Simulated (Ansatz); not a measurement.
## Band table of SnSe (rocksalt type)

```
Sn Se
1.0
     0.00000    2.94854    2.94854
     2.94854    0.00000    2.94854
     2.94854    2.94854    0.00000
Sn Se
1 1
Direct
  0.00000 0.00000 0.00000
  0.50000 0.50000 0.50000
```

The cell comes from a relaxation on PAW files under the same functional, begun from a prototype that needn't be the stable phase.

All numbers are LDA results (scalar-relativistic) from Ansatz 0.2.0, with a Γ-centred 14×14×14 k mesh, Fermi–Dirac smearing of 0.05 eV, no spin polarisation. Methods: LAPW: all electrons, basis error target 1 meV/atom.

Spin–orbit coupling is left out, which matters for the heavy atoms.

Path points, in fractions of the reciprocal vectors: Γ (0.000, 0.000, 0.000), X (0.500, 0.000, 0.500), U (0.625, 0.250, 0.625), K (0.375, 0.375, 0.750), L (0.500, 0.500, 0.500), W (0.500, 0.250, 0.750). The distance column jumps between branches of the path. Levels in eV from the valence-band top; bands 14 to 26, counted from the lowest band of the run. The gap is 0.06 eV, the pressure 0.02 GPa.

```
# k(1/Å) point b14 b15 b16 b17 b18 b19 b20 b21 b22 b23 b24 b25 b26
0.000 Γ -21.56 -21.56 -21.56 -21.56 -21.56 -14.42 -5.11 -2.43 -2.43 -2.43 4.36 4.36 4.36
0.152 - -21.56 -21.56 -21.56 -21.56 -21.56 -14.36 -5.43 -2.53 -2.53 -1.97 3.38 4.27 4.27
0.304 - -21.57 -21.56 -21.56 -21.55 -21.55 -14.21 -6.01 -2.79 -2.79 -1.10 1.83 4.23 4.23
0.457 - -21.57 -21.56 -21.56 -21.55 -21.55 -13.96 -6.52 -3.13 -3.13 -1.23 1.56 3.94 4.38
0.609 - -21.58 -21.56 -21.56 -21.54 -21.54 -13.65 -6.84 -3.47 -3.47 -2.61 2.82 3.40 4.68
0.761 - -21.59 -21.56 -21.55 -21.54 -21.54 -13.34 -6.91 -4.02 -3.76 -3.76 3.02 4.32 5.06
0.913 - -21.60 -21.57 -21.55 -21.53 -21.53 -13.10 -6.69 -5.21 -3.94 -3.94 2.78 5.38 5.38
1.065 X -21.60 -21.57 -21.55 -21.53 -21.53 -13.01 -6.25 -5.99 -4.01 -4.01 2.70 5.51 5.51
1.119 - -21.60 -21.57 -21.55 -21.53 -21.53 -13.01 -6.29 -5.98 -4.00 -3.96 2.74 5.45 5.47
1.173 - -21.60 -21.57 -21.55 -21.53 -21.53 -13.00 -6.42 -5.96 -3.96 -3.84 2.83 5.28 5.37
1.227 - -21.60 -21.56 -21.55 -21.53 -21.53 -13.00 -6.59 -5.91 -3.91 -3.66 2.97 5.03 5.21
1.281 - -21.60 -21.56 -21.55 -21.54 -21.53 -13.00 -6.79 -5.85 -3.83 -3.45 3.13 4.72 5.05
1.335 - -21.60 -21.56 -21.56 -21.54 -21.53 -13.00 -7.01 -5.77 -3.74 -3.21 3.28 4.37 4.94
1.388 - -21.59 -21.56 -21.56 -21.54 -21.54 -13.00 -7.21 -5.67 -3.63 -2.96 3.32 4.01 4.97
1.442 U -21.59 -21.56 -21.56 -21.54 -21.54 -13.01 -7.40 -5.55 -3.49 -2.71 3.21 3.64 5.20
2.095 K -21.59 -21.56 -21.56 -21.54 -21.54 -13.01 -7.40 -5.55 -3.49 -2.71 3.21 3.64 5.20
2.256 - -21.58 -21.56 -21.55 -21.54 -21.54 -13.10 -7.80 -5.12 -3.01 -1.91 2.40 2.59 4.90
2.418 - -21.58 -21.57 -21.55 -21.55 -21.54 -13.31 -7.85 -4.58 -2.47 -1.03 1.45 1.79 4.38
2.579 - -21.57 -21.57 -21.55 -21.55 -21.54 -13.60 -7.55 -3.97 -2.07 -0.17 0.67 1.46 4.00
2.740 - -21.57 -21.57 -21.56 -21.55 -21.55 -13.91 -6.97 -3.37 -2.01 -0.52 1.27 1.81 3.84
2.902 - -21.57 -21.56 -21.56 -21.55 -21.55 -14.18 -6.23 -2.87 -2.18 -1.33 2.48 2.70 3.94
3.063 - -21.56 -21.56 -21.56 -21.56 -21.56 -14.36 -5.48 -2.54 -2.36 -2.07 3.69 3.77 4.21
3.225 Γ -21.56 -21.56 -21.56 -21.56 -21.56 -14.42 -5.11 -2.43 -2.43 -2.43 4.36 4.36 4.36
3.357 - -21.56 -21.56 -21.56 -21.56 -21.56 -14.38 -5.37 -2.42 -2.42 -2.22 3.98 4.05 4.05
3.488 - -21.56 -21.56 -21.56 -21.55 -21.55 -14.26 -5.97 -2.40 -2.40 -1.76 3.22 3.38 3.38
3.620 - -21.57 -21.57 -21.56 -21.55 -21.55 -14.07 -6.68 -2.36 -2.36 -1.29 2.45 2.67 2.67
3.752 - -21.57 -21.57 -21.56 -21.55 -21.55 -13.84 -7.38 -2.30 -2.30 -0.89 1.77 2.02 2.02
3.884 - -21.57 -21.57 -21.55 -21.54 -21.54 -13.61 -7.98 -2.24 -2.24 -0.57 1.22 1.51 1.51
4.016 - -21.57 -21.57 -21.55 -21.54 -21.54 -13.42 -8.39 -2.18 -2.18 -0.34 0.82 1.18 1.18
4.147 L -21.57 -21.57 -21.55 -21.54 -21.54 -13.34 -8.54 -2.15 -2.15 -0.24 0.65 1.06 1.06
4.255 - -21.57 -21.57 -21.55 -21.54 -21.54 -13.33 -8.50 -2.50 -2.25 0.00 0.06 1.21 1.85
4.363 - -21.58 -21.57 -21.55 -21.54 -21.54 -13.28 -8.39 -3.15 -2.60 -0.56 0.47 1.76 2.82
4.470 - -21.58 -21.57 -21.55 -21.54 -21.54 -13.21 -8.20 -3.80 -3.18 -0.82 0.74 2.63 3.72
4.578 - -21.58 -21.57 -21.55 -21.55 -21.54 -13.13 -7.95 -4.37 -3.85 -0.90 0.97 3.54 4.37
4.686 - -21.59 -21.56 -21.55 -21.55 -21.54 -13.05 -7.67 -4.80 -4.49 -0.90 1.17 4.29 4.67
4.793 - -21.59 -21.56 -21.55 -21.55 -21.53 -12.99 -7.40 -5.08 -4.97 -0.89 1.31 4.66 4.74
4.901 W -21.59 -21.56 -21.55 -21.55 -21.53 -12.97 -7.28 -5.17 -5.17 -0.88 1.37 4.74 4.74
4.977 - -21.59 -21.56 -21.55 -21.55 -21.53 -12.98 -7.25 -5.37 -4.95 -1.15 1.68 4.36 5.09
5.053 - -21.59 -21.56 -21.56 -21.54 -21.53 -12.98 -7.14 -5.55 -4.73 -1.72 2.36 3.96 5.40
5.129 - -21.60 -21.56 -21.56 -21.54 -21.53 -12.99 -6.98 -5.71 -4.51 -2.36 3.16 3.58 5.67
5.205 - -21.60 -21.56 -21.55 -21.54 -21.53 -12.99 -6.77 -5.83 -4.31 -2.96 3.23 3.98 5.80
5.281 - -21.60 -21.56 -21.55 -21.53 -21.53 -13.00 -6.54 -5.92 -4.15 -3.48 2.95 4.73 5.64
5.358 - -21.60 -21.57 -21.55 -21.53 -21.53 -13.00 -6.33 -5.97 -4.04 -3.86 2.77 5.29 5.54
5.434 X -21.60 -21.57 -21.55 -21.53 -21.53 -13.01 -6.25 -5.99 -4.01 -4.01 2.70 5.51 5.51
```
